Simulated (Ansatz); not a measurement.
In₃Co:
```
CELL_PARAMETERS angstrom
      6.80705     0.00000     0.00000
      0.00000     6.80705     0.00000
      0.00000     0.00000     7.07700
ATOMIC_POSITIONS crystal
  In 0.50000 0.00000 0.00000
  In 0.50000 0.00000 0.50000
  In 0.00000 0.50000 0.50000
  In 0.00000 0.50000 0.00000
  In 0.65407 0.65407 0.25795
  In 0.34593 0.34593 0.74205
  In 0.84593 0.15407 0.75795
  In 0.15407 0.84593 0.24205
  In 0.34593 0.34593 0.25795
  In 0.65407 0.65407 0.74205
  In 0.15407 0.84593 0.75795
  In 0.84593 0.15407 0.24205
  Co 0.84712 0.84712 0.00000
  Co 0.15288 0.15288 0.00000
  Co 0.65288 0.34712 0.50000
  Co 0.34712 0.65288 0.50000
```

Relaxed with r²SCAN. Special points in fractions of this cell's reciprocal vectors: Γ (0.000, 0.000, 0.000); X (0.000, 0.500, 0.000); M (0.500, 0.500, 0.000); Z (0.000, 0.000, 0.500); R (0.000, 0.500, 0.500); A (0.500, 0.500, 0.500).

List the band energies nearest the Fermi level at these points for plane-wave PAW r²SCAN (Ansatz code).

In eV from the Fermi level; about four levels below and three above (degenerate sets whole), none deeper than 8.9 eV; points with the same levels are listed once.

```csv
k,below,above
Γ,-0.29 -0.28 -0.28 -0.05,0.87 0.93 1.57 1.57
X,-0.98 -0.98 -0.33 -0.33,0.17 0.17 0.38 0.38
M,-0.95 -0.95 -0.26 -0.26,0.64 0.64 1.66 1.66
Z,-1.09 -1.09 -1.08 -1.08 -0.29 -0.29,0.22 0.22 0.32 0.32
R,-0.83 -0.83 -0.26 -0.26,0.18 0.18 0.82 0.82
A,-1.01 -1.01 -0.63 -0.63,0.29 0.29 0.67 0.67
```

Space group P4_2/mnm. The first step of the workflow began from a Materials Project structure, measured or hypothetical; the Crystallography Open Database files this formula in space group No. 136, but the cells were not matched. Whether it is the stable phase at ambient conditions was not checked. Symmetry was held in the r²SCAN relaxation; its stability against distortions is not shown here. No spin polarisation was allowed. Spin–orbit coupling is left out wherever it is not named.

Potentials: the earlier of the program's two PAW sets.
